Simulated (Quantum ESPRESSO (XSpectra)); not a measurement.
**Ge K-edge X-ray absorption spectrum (XANES) of GeS (Pnma)**

```
GeS
1.0
   10.78075     0.00000     0.00000
    0.00000     3.60314     0.00000
    0.00000     0.00000     4.52313
Ge S
4 4
Direct
  0.87225   0.25000   0.36689
  0.12775   0.75000   0.63311
  0.62775   0.75000   0.86689
  0.37225   0.25000   0.13311
  0.65483   0.25000   0.51479
  0.34517   0.75000   0.48521
  0.84517   0.75000   0.01479
  0.15483   0.25000   0.98521
```

Geometry: Materials Project entry mp-2242 (a computed structure). The cell is the entry's, not relaxed again.

Absorber: atom 1, Ge on Wyckoff site c (site symmetry .m.), with 2 S at 2.42 Å, 1 S at 2.44 Å.

Simulated with Quantum ESPRESSO (XSpectra): LDA, full core hole, dipole K-edge X-ray absorption, plane waves, Troullier-Martins potentials made with ld1.x, scalar-relativistic, no spin, constant broadening.

32-atom cell (absorber images 7.2 Å apart), 38 Ry, k meshes 2×2×1 (SCF) and 3×2×2 (spectrum), Lorentzian half width 1.5 eV. The ground-state test found a gap, so occupations are fixed and the excited electron is left out (charged cell on a uniform background); energies count from the highest occupied level. Field directions run: x; y; z, weighted by the site's symmetry in the crystal. Intensities are scaled to a mean of 1 over 0–35 eV.

```
E (eV) | intensity (scaled)
     -5.0 | ## 0.18
     -4.5 | ### 0.21
     -4.0 | ### 0.24
     -3.5 | ### 0.28
     -3.0 | #### 0.33
     -2.5 | ##### 0.40
     -2.0 | ###### 0.50
     -1.5 | ######## 0.64
     -1.0 | ########## 0.83
     -0.5 | ############## 1.12
      0.0 | ################## 1.51
      0.5 | ######################## 1.98
      1.0 | ############################# 2.36
      1.5 | ############################## 2.46
      2.0 | ############################# 2.34
      2.5 | ########################## 2.13
      3.0 | ####################### 1.89
      3.5 | #################### 1.66
      4.0 | ################## 1.46
      4.5 | ################ 1.30
      5.0 | ############## 1.16
      5.5 | ############# 1.04
      6.0 | ############ 0.94
      6.5 | ########### 0.89
      7.0 | ########### 0.86
      7.5 | ########### 0.86
      8.0 | ########### 0.87
      8.5 | ########### 0.88
      9.0 | ########### 0.89
      9.5 | ########### 0.90
     10.0 | ########### 0.91
     10.5 | ########### 0.93
     11.0 | ########### 0.94
     11.5 | ############ 0.95
     12.0 | ############ 0.96
     12.5 | ############ 0.98
     13.0 | ############ 0.99
     13.5 | ############ 1.00
     14.0 | ############ 0.99
     14.5 | ############ 0.99
     15.0 | ############ 0.99
     15.5 | ############ 0.99
     16.0 | ############ 0.98
     16.5 | ############ 0.96
     17.0 | ########### 0.93
     17.5 | ########### 0.90
     18.0 | ########### 0.88
     18.5 | ########### 0.87
     19.0 | ########### 0.88
     19.5 | ########### 0.89
     20.0 | ########### 0.89
     20.5 | ########### 0.89
     21.0 | ########### 0.90
     21.5 | ########### 0.89
     22.0 | ########### 0.88
     22.5 | ########## 0.86
     23.0 | ########## 0.84
     23.5 | ########## 0.83
     24.0 | ########## 0.82
     24.5 | ########## 0.81
     25.0 | ########## 0.81
     25.5 | ########## 0.80
     26.0 | ########## 0.79
     26.5 | ########## 0.79
     27.0 | ########## 0.79
     27.5 | ########## 0.78
     28.0 | ######### 0.77
     28.5 | ######### 0.75
     29.0 | ######### 0.73
     29.5 | ######### 0.71
     30.0 | ######### 0.70
     30.5 | ######## 0.69
     31.0 | ######## 0.68
     31.5 | ######## 0.67
     32.0 | ######## 0.66
     32.5 | ######## 0.66
     33.0 | ######## 0.66
     33.5 | ######## 0.68
     34.0 | ######## 0.69
     34.5 | ######### 0.70
```

The absolute edge energy is not computed.
